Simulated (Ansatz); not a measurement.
InP:
```
InP
1.0
    4.15257     0.00000     0.00000
   -2.07628     3.59623     0.00000
    0.00000     0.00000    13.59703
In P
4 4
Direct
  0.66667   0.33333   0.00000
  0.00000   0.00000   0.25012
  0.33333   0.66667   0.50000
  0.00000   0.00000   0.75012
  0.66667   0.33333   0.18771
  0.00000   0.00000   0.43717
  0.33333   0.66667   0.68771
  0.00000   0.00000   0.93717
```

Relaxed with PBEsol. The program Ansatz at the PBEsol level (PAW) gives a gap of 0.60 eV.

Problem. What gap does HSE06 give on the same cell (Ansatz, PAW)?

Solution. 1.48 eV, 0.88 eV more. The hybrid was solved on a coarser mesh and at special points; the gap given is the minimum over both.

Cost on shared cores: the PBEsol run (SCF on a 8×8×2 mesh, then bands and DOS) about 3 core-minutes (a rough figure), the HSE06 run (SCF on 5×5×2, then a few points) around 4 core-minutes (rough); the tasks are unlike.

Space group P6_3mc. The start of the workflow was typed in or built on a structure type; the Crystallography Open Database copy checked does not list it. It is not the phase usual at ambient conditions (space group No. 216). The cell was relaxed with PBEsol under the symmetry of its start; whether a distortion lowers the energy is not shown. Spin–orbit coupling is left out wherever it is not named.

Potentials: the earlier of the program's two PAW sets. The files were generated under PBE; for other functionals the program regenerates the frozen cores, and for LDA and PBEsol the local potential too.
